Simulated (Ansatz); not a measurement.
A geometry of ScAu away from equilibrium: the start of the relaxation of a generated cell, ScAu placed in the AFLOW prototype AB_cI16_199_a_a (B_a). Calculation: PBEsol (plane waves to 420 eV, PAW, scalar-relativistic; Ansatz, a program for electronic structure). Γ-centred k-mesh 7×7×7 on the run's cell (coarser than for final values), Fermi–Dirac smearing 0.05 eV.

```xyz
8
Lattice="-3.3905 3.3905 3.3905 3.3905 -3.3905 3.3905 3.3905 3.3905 -3.3905" Properties=species:S:1:pos:R:3 pbc="T T T"
Au     3.0921     3.0921     3.0921
Au     0.2984     3.6888    -0.2984
Au     3.6888    -0.2984     0.2984
Au    -0.2984     0.2984     3.6888
Sc     1.4599     1.4599     1.4599
Sc    -1.4599     1.9305     1.4599
Sc     1.9305     1.4599    -1.4599
Sc     1.4599    -1.4599     1.9305
```

### Question
What forces act on the atoms (eV/Å)?

### Answer
| atom | Fx | Fy | Fz |
|---|---|---|---|
| Au1 | 0.60 | 0.60 | 0.60 |
| Au2 | -0.60 | -0.60 | 0.60 |
| Au3 | -0.60 | 0.60 | -0.60 |
| Au4 | 0.60 | -0.60 | -0.60 |
| Sc5 | 0.89 | 0.89 | 0.89 |
| Sc6 | -0.89 | -0.89 | 0.89 |
| Sc7 | -0.89 | 0.89 | -0.89 |
| Sc8 | 0.89 | -0.89 | -0.89 |

### Question
What is the pressure?

### Answer
-3.6 GPa, compression positive.

### Question
How far above the relaxed end point is this geometry?

### Answer
0.20 eV/atom; the path ends in I2₁3 (No. 199) (AFLOW prototype AB_cI16_199_a_a (B_a)).

No spin polarisation in the result.

The run could not lose the symmetry of its start, so the end can be a saddle point.

The end of the path is a generated cell of ScAu: the first start was made by placing the elements on the sites of a structure type, and the end was not matched to a known phase here, so it may be hypothetical.
